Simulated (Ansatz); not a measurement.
**Stability checks on a candidate for LiAlF4**

The structure comes from a generated guess, relaxed at this level; another structure or a mixture of phases may lie lower.

All numbers below come from Ansatz 0.2.0, DFT PBE, scalar-relativistic, plane waves, PAW. Settings of the last relaxation (12-atom cell): 420 eV, 4×4×4 k points, Gaussian smearing of 0.02 eV, no spin polarisation.

```cif
data_structure
_symmetry_space_group_name_H-M 'P 1'
_symmetry_Int_Tables_number 1
_cell_length_a 5.5024
_cell_length_b 5.5024
_cell_length_c 9.3819
_cell_angle_alpha 90.000
_cell_angle_beta 90.000
_cell_angle_gamma 90.000
_cell_volume 284.05
loop_
_atom_site_label
_atom_site_type_symbol
_atom_site_fract_x
_atom_site_fract_y
_atom_site_fract_z
_atom_site_occupancy
Li1 Li 0.00000 0.50000 0.00000 1
Li2 Li 0.50000 0.00000 0.50000 1
Al1 Al 0.00000 0.00000 0.25000 1
Al2 Al 0.00000 0.00000 0.75000 1
F1 F 0.00000 0.25187 0.14586 1
F2 F 0.00000 0.74813 0.14586 1
F3 F 0.00000 0.25187 0.85413 1
F4 F 0.00000 0.74813 0.85413 1
F5 F 0.25187 0.00000 0.35413 1
F6 F 0.74813 0.00000 0.35413 1
F7 F 0.25187 0.00000 0.64587 1
F8 F 0.74813 0.00000 0.64587 1
```

Formation energies are uncorrected and refer to the elements' standard structures at the same level (F₂ as a molecule).

Q: These tests were run: energy against the elements; phonons at Γ. What do they show?

A:

| test | result |
| --- | --- |
| energy against the elements | −3.261 eV/atom |
| phonons at Γ | imaginary modes down to 54i cm⁻¹ |

It fails one test: phonons at Γ. So it isn't even a local minimum.

The run for the phonons used a 4×4×4 k mesh.
